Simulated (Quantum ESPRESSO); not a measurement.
## Band energies of Ba₂LuNbO₆

```
Ba2LuNbO6
1.0
    0.00000     4.20116     4.20116
    4.20116     0.00000     4.20116
    4.20116     4.20116     0.00000
O Nb Ba Lu
6 1 2 1
Direct
  0.75976   0.24024   0.75976
  0.24024   0.75976   0.24024
  0.75976   0.24024   0.24024
  0.24024   0.75976   0.75976
  0.75976   0.75976   0.24024
  0.24024   0.24024   0.75976
  0.00000   0.00000   0.00000
  0.75000   0.75000   0.75000
  0.25000   0.25000   0.25000
  0.50000   0.50000   0.50000
```

PBEsol (Quantum ESPRESSO, PseudoDojo norm-conserving, 100 Ry, no spin-orbit coupling); path ΓXWKΓLUWLK,UX; energies in eV from the valence-band maximum.

```csv
k (1/Å),point,band 43,band 44,band 45,band 46,band 47,band 48,band 49,band 50
0.00,Γ,-0.10,-0.10,0.00,0.00,0.00,2.83,2.83,2.83
0.19,,-0.25,-0.25,-0.11,-0.02,-0.02,2.83,3.10,3.10
0.37,,-0.52,-0.52,-0.13,-0.11,-0.11,2.84,3.66,3.66
0.56,,-0.74,-0.74,-0.18,-0.18,-0.14,2.86,4.07,4.07
0.75,X,-0.82,-0.58,-0.21,-0.21,-0.15,2.87,4.18,4.18
0.75,W,-0.77,-0.58,-0.58,-0.37,-0.37,3.62,3.62,4.18
1.01,K,-0.83,-0.66,-0.55,-0.50,-0.25,3.30,4.02,4.06
1.21,,-0.81,-0.74,-0.53,-0.37,-0.36,3.68,3.72,3.81
1.41,,-0.67,-0.49,-0.34,-0.28,-0.18,3.32,3.43,3.56
1.81,Γ,-0.10,-0.10,0.00,0.00,0.00,2.83,2.83,2.83
1.97,,-0.23,-0.18,-0.13,-0.06,-0.06,2.95,2.98,2.98
2.13,,-0.50,-0.50,-0.22,-0.22,-0.21,3.25,3.29,3.29
2.29,,-0.75,-0.75,-0.38,-0.38,-0.30,3.59,3.59,3.59
2.45,L,-0.87,-0.74,-0.45,-0.45,-0.34,3.72,3.72,3.74
2.68,,-0.84,-0.77,-0.53,-0.52,-0.35,3.60,3.83,3.86
2.91,U,-0.83,-0.66,-0.55,-0.50,-0.25,3.30,4.02,4.06
2.91,W,-0.77,-0.58,-0.58,-0.37,-0.37,3.62,3.62,4.18
3.18,,-0.80,-0.75,-0.62,-0.42,-0.41,3.67,3.68,3.97
3.31,,-0.85,-0.77,-0.49,-0.43,-0.38,3.70,3.72,3.80
3.44,L,-0.87,-0.74,-0.45,-0.45,-0.34,3.72,3.72,3.74
3.55,,-0.85,-0.77,-0.47,-0.44,-0.37,3.69,3.76,3.76
3.67,,-0.84,-0.77,-0.53,-0.52,-0.35,3.60,3.83,3.86
3.78,,-0.78,-0.72,-0.65,-0.52,-0.30,3.46,3.93,3.97
3.90,K,-0.83,-0.66,-0.55,-0.50,-0.25,3.30,4.02,4.06
3.90,U,-0.83,-0.66,-0.55,-0.50,-0.25,3.30,4.02,4.06
4.16,X,-0.82,-0.58,-0.21,-0.21,-0.15,2.87,4.18,4.18
```

The PBEsol gap is direct, 2.83 eV at Γ.

Spin-orbit splittings are left out. The 4f states are in the valence at their DFT position.

Geometry of the Materials Project entry, not relaxed at this level.

The structure is a Materials Project entry; no match was found in the copy of COD used, and its stability was not checked.
